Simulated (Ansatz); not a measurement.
Start of a relaxation of TaH3Br2:

```
Ta H Br
1.0
     3.45780    0.00000    0.00000
     0.00000    3.45780    0.00000
     0.00000    0.00000   10.94916
Ta H Br
1 3 2
Direct
  0.00000 0.00000 0.00000
  0.50000 0.50000 0.17872
  0.50000 0.50000 0.50000
  0.50000 0.50000 0.82128
  0.00000 0.00000 0.33344
  0.00000 0.00000 0.66656
```

These are results of Ansatz 0.2.0, DFT PBE, scalar-relativistic, plane waves, PAW, not measurements. Cutoff 420 eV, Gaussian smearing, Γ-centred meshes. Cell and atoms relax first on a coarse mesh and then on a finer one. In between, the cell is made exact in the group found at 0.06 Å. In metals the finer mesh still leaves noise of several meV/atom or more. The steps can't lower the symmetry of their start. Collinear spin is switched on along the way, since trial moments persisted in a coarse test.

A guess keeps its type if space group and coordination stay and the shape of the cell changes little (axis ratios within about 15 %, angles within 6°); the volume may change.

Q: Does it keep its structure type, or change into something else?

A: It doesn't keep its type. The symmetry stays P4/mmm (No. 123). The volume per atom shrinks by 25.5 %, from 21.8 to 16.3 Å³. The shortest distance goes from 2.97 Å (H–Br) to 1.64 Å (H–H). The ratio c/a of the conventional cell changes by a factor of 1.15. Counting neighbours within 15 % of an atom's shortest distance, the start has Br 8, H 8/12, Ta 12 and the end Br 9, H 1/4, Ta 8. In detail, at the end Ta is surrounded by 8 H at 2.27 Å, 2 Br at 2.65 Å and 4 Ta at 2.99 Å; H on a site of symmetry 4mm is surrounded by 1 H at 1.64 Å, 4 Ta at 2.27 Å and 4 Br at 2.80 Å; Br is surrounded by 1 Ta at 2.65 Å, 4 H at 2.80 Å, 4 Br at 2.99 Å and 4 H at 3.51 Å; 1 more site not described.

```cif
data_structure
_symmetry_space_group_name_H-M 'P 1'
_symmetry_Int_Tables_number 1
_cell_length_a 2.9925
_cell_length_b 2.9925
_cell_length_c 10.8898
_cell_angle_alpha 90.000
_cell_angle_beta 90.000
_cell_angle_gamma 90.000
_cell_volume 97.52
loop_
_atom_site_label
_atom_site_type_symbol
_atom_site_fract_x
_atom_site_fract_y
_atom_site_fract_z
_atom_site_occupancy
Ta1 Ta 0.00000 0.00000 0.00000 1
H1 H 0.50000 0.50000 0.07545 1
H2 H 0.50000 0.50000 0.92455 1
H3 H 0.50000 0.50000 0.50000 1
Br1 Br 0.00000 0.00000 0.24329 1
Br2 Br 0.00000 0.00000 0.75671 1
```

The last run used collinear spin, a 12×12×4 mesh (in the run's order of axes) for its 6-atom cell and Gaussian smearing of 0.10 eV. Weakly bound directions are ill-defined at this level, which has no dispersion term. These runs have no spin–orbit coupling, which can matter for Ta. Another magnetic order may lie lower. Symmetry constrained the relaxation, so the result can be a saddle point. Another cell of TaH3Br2 relaxed alike but without spin, in P-6m2, lies 127 meV/atom lower, so this cell isn't the stable form at this level.

In counts of neighbours, a slash parts the counts of unlike sites.
